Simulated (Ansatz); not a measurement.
In PBEsol (plane waves, PAW; program Ansatz), Cu in the bcc (W type) structure (Im-3m) relaxes to a = 2.832 Å.

Electronic character: metallic (no gap).

The bulk modulus is 165 GPa. The relaxed-ion elastic constants in GPa are C11 = 159, C12 = 170, C44 = 116.

The start of the workflow was typed in or built on a structure type; neither database checked (COD, Materials Project) lists it. It is not the phase usual at ambient conditions (space group No. 225). Symmetry was held in the PBEsol relaxation. At this level the phase is mechanically unstable. No spin polarisation was allowed. As this level gives no gap, shear constants depend on the k-mesh and smearing (Fermi–Dirac, 0.1 eV here).

Potentials: the later of the program's two PAW sets.
